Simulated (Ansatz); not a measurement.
B₂W:
```
B2W
1.0
    2.92479     0.00000     0.00000
   -1.46239     2.53294     0.00000
    0.00000     0.00000     7.72267
W B
2 4
Cartesian
  1.46239   0.84431   5.79200
  0.00000   1.68863   1.93067
  1.46239   0.84431   3.54902
  0.00000   1.68863   4.17365
  0.00000   1.68863   7.41035
  1.46239   0.84431   0.31232
```

Relaxed with r²SCAN. Special points in fractions of this cell's reciprocal vectors: Γ (0.000, 0.000, 0.000); M (0.500, 0.000, 0.000); K (0.333, 0.333, 0.000); A (0.000, 0.000, 0.500); L (0.500, 0.000, 0.500); H (0.333, 0.333, 0.500).

**Question.** List the band energies nearest the Fermi level at these points for the program Ansatz at the r²SCAN with spin–orbit coupling level (PAW).

**Answer.** In eV from the Fermi level; about four levels below and three above (degenerate sets whole), none deeper than 8.9 eV; points with the same levels are listed once.

| k | below | above |
|---|---|---|
| Γ | -0.61 -0.61 -0.38 -0.38 | 2.06 2.06 2.44 2.44 |
| M | -1.27 -1.27 -0.87 -0.87 | 0.90 0.90 4.79 4.79 |
| K | -1.73 -1.73 -1.18 -1.18 | 0.40 0.40 3.53 3.53 |
| A | -0.97 -0.97 -0.97 -0.97 | 0.60 0.60 0.60 0.60 |
| L | -0.42 -0.42 -0.42 -0.42 | 3.41 3.41 3.41 3.41 |
| H | -1.39 -1.39 -1.29 -1.29 | 1.91 1.91 2.27 2.27 |

Space group P6_3/mmc. The start of the workflow was typed in or built on a structure type; the Crystallography Open Database files this formula in space group No. 194, but the cells were not matched. Whether it is the stable phase at ambient conditions was not checked. Symmetry was held in the r²SCAN relaxation; whether a distortion lowers the energy is not shown. No spin polarisation was allowed.

Potentials: the earlier of the program's two PAW sets.
